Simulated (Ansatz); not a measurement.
Input and command of a plane-wave DFT calculation in Ansatz:

```yaml
crystal:
  lattice:
    - [4.0560011533, 0.0, 0.0]
    - [0.0, 4.0560011533, 0.0]
    - [0.0, 0.0, 5.962148]
  atoms:
    - { symbol: In, position: [0.0, 0.0, 0.5] }
    - { symbol: Ga, position: [0.5, 0.5, 0.0] }
    - { symbol: As, position: [0.5, 0.0, 0.768475] }
    - { symbol: As, position: [0.0, 0.5, 0.231525] }
basis:
  ecutwfc: 420
kpoints:
  mp_grid: { grid: [12, 12, 8] }
hamiltonian:
  xc: pbesol
scf:
  occupations: { method: gaussian, width: 0.15 }
output:
  forces: true
  stress: true
  eigenvalues: true
```

```bash
ansatz run input.yaml --threads 1 --pin off --max-ram 2560MiB --backend cpu --events-out ev --progress --plain --runs-dir out
```

Processor: Intel(R) Xeon(R) Processor @ 2.70GHz, 1 thread, on a host shared with other jobs.

Problem. How long does it run, and how much memory does it take?

Solution. About 36 s on 1 thread of Intel(R) Xeon(R) Processor @ 2.70GHz, with other jobs on the host, peak memory 0.62 GiB. It solves 34 bands at 140 k points (the mesh reduced by symmetry) with about 1923 plane waves, in 7 SCF iterations.
